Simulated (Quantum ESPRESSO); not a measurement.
Mo6TaAu, one composition in several site orders

A calculation, not a measurement. The program is pw.x of Quantum ESPRESSO 7.5 (plane-wave density functional theory). The cell is made up: eight metal atoms on a hexagonal close-packed lattice, with elements, volume, strain and displacements drawn at random and not relaxed, so it may be unstable or far from any real phase. PseudoDojo standard norm-conserving files set the functional (PBE unless stated); there is no spin polarisation or spin-orbit coupling, the Fermi-Dirac width of 0.25 eV means electrons at about 2900 K, and the masses in the input are unused placeholders. Heavy elements are run without spin-orbit coupling, which real alloys of them have. A spin test at this wide smearing found no moment, but such smearing suppresses magnetism that the real alloy may have.

The runs put one composition on the sites in different orders. Cell, positions, cutoff, mesh and smearing stay as in the input of run 1; sites are counted in its order. Stress in the tables is positive in tension.

Input of run 1:

```
&control calculation='scf', pseudo_dir='./dojo.nc.sr.pbe.v0_5.standard.upf', outdir='./o', disk_io='minimal', tprnfor=.true., tstress=.true. /
&system ibrav=0, nat=8, ntyp=3, nbnd=75, ecutwfc=79.96652505, nosym=.true., tot_charge=0,
 occupations='smearing', smearing='fd', degauss=0.0183746611
/
&electrons conv_thr=1.470e-08, electron_maxstep=70, mixing_beta=0.5 /
ATOMIC_SPECIES
Au 1.0 Au.upf
Mo 1.0 Mo.upf
Ta 1.0 Ta.upf
CELL_PARAMETERS angstrom
0.0 0.0 -4.7202
0.0 5.0619 0.0
5.8449 0.0 0.0
ATOMIC_POSITIONS angstrom
Mo -0.0451 -0.0062 -0.0517
Ta 2.9385 -0.1201 0.0161
Mo 1.4403 2.4782 -0.1787
Mo 4.319 2.5664 -0.0892
Mo -0.0746 1.4962 -2.1745
Au 2.8561 1.7598 -2.5314
Mo 1.3091 4.1648 -2.4427
Mo 4.282 4.1207 -2.2618
K_POINTS automatic
5 5 4 1 1 1
```

| run | elements on sites 1 to 8 | free energy less that of run 1 (eV) | -TS (eV) | pressure (GPa) | stress xx (GPa) | stress yy (GPa) | stress zz (GPa) | stress yz (GPa) | stress xz (GPa) | stress xy (GPa) | iterations |
| --- | --- | --- | --- | --- | --- | --- | --- | --- | --- | --- | --- |
| 1 | Mo Ta Mo Mo Mo Au Mo Mo | 0.000 | -2.070 | -8.12 | 10.26 | 6.76 | 7.34 | -2.15 | 1.43 | 0.53 | 20 |
| 2 | Mo Mo Mo Mo Ta Mo Au Mo | 0.091 | -2.051 | -7.86 | 9.21 | 7.75 | 6.64 | -0.23 | -0.53 | 1.91 | 21 |
| 3 | Mo Mo Mo Au Mo Ta Mo Mo | 0.029 | -2.066 | -8.35 | 9.96 | 8.23 | 6.87 | -0.17 | 1.56 | 0.53 | 19 |
| 4 | Mo Mo Mo Mo Mo Mo Au Ta | 0.087 | -2.059 | -7.66 | 8.53 | 7.50 | 6.94 | -0.36 | -0.57 | 1.42 | 19 |
| 5 | Mo Mo Mo Au Mo Mo Ta Mo | 0.059 | -2.036 | -8.15 | 9.84 | 8.44 | 6.18 | 0.36 | 1.91 | 1.09 | 20 |

Forces Fx Fy Fz (eV/Å):

```
site              run 1             run 2             run 3              run 4             run 5
   1    0.58 -0.14 0.67  -0.08 -0.04 1.00    0.19 0.10 0.76    -0.04 0.49 0.60    0.02 0.12 0.68
   2   -0.59 0.63 -0.30  -0.05 0.74 -0.32  -0.35 0.55 -0.08   -0.22 0.81 -0.20  -0.23 0.72 -0.11
   3    -0.65 0.39 0.42   0.19 -0.33 1.00   -0.41 0.00 0.41   -0.03 -0.30 0.69   0.14 -0.28 0.47
   4    0.65 -0.07 0.38  -0.12 -0.59 0.83   0.46 -1.06 1.12   -0.06 -0.95 0.91   0.30 -1.03 1.10
   5    0.08 0.42 -0.82  -0.12 0.76 -1.86   0.52 0.12 -1.25    0.18 0.58 -0.88   0.20 0.25 -1.17
   6   -0.07 -0.94 0.66  0.23 -0.55 -0.10  -0.48 -0.97 0.27  -0.09 -0.79 -0.18  -0.47 -0.78 0.38
   7   0.16 -0.24 -0.30   0.72 -0.17 0.03   0.30 0.26 -0.14    0.65 -0.19 0.03   0.57 0.31 -0.23
   8  -0.15 -0.06 -0.71  -0.77 0.18 -0.59  -0.23 1.00 -1.09   -0.38 0.36 -0.97  -0.53 0.69 -1.12
```

The sites are displaced and not relaxed, so the energy differences mix bonding between neighbours with strain and are not ordering energies. A rerun of one cell of this series at a higher cutoff and on a denser mesh moved values by no more than 0.011 eV in energy, 0.10 GPa in stress and 0.007 eV/Å in force, and a second program with other atomic files agreed on that cell to 2 % rms in force and 0.5 GPa in pressure.